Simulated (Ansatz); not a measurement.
I (molecular I2 type) was relaxed and computed twice in Ansatz (plane waves, PAW), once with r²SCAN and once with r²SCAN+D4.

```csv
,run 1,run 2
cell,"a = 7.7422 Å, b = 4.6349 Å, c = 9.8566 Å, α = β = γ = 90.00°","a = 7.5094 Å, b = 4.5893 Å, c = 9.7914 Å, α = 90.00°, β = 90.00°, γ = 90.00°"
gap (eV),1.24,1.21
```

Task: Which run used which functional?

Result: Run 1 is r²SCAN, run 2 is r²SCAN+D4.

Weakly bound layers, chains or molecules computed without a dispersion correction, so cells and soft constants are ill determined: I, molecular I2 type with r²SCAN. All cells were relaxed under the symmetry of their starts (and spin orders); stability against distortions was not tested throughout. Scalar-relativistic: spin–orbit coupling is off unless named, which matters more the heavier the elements.

Potentials: the earlier of the program's two PAW sets.

Ansatz (a program for electronic structure) is a plane-wave DFT program.
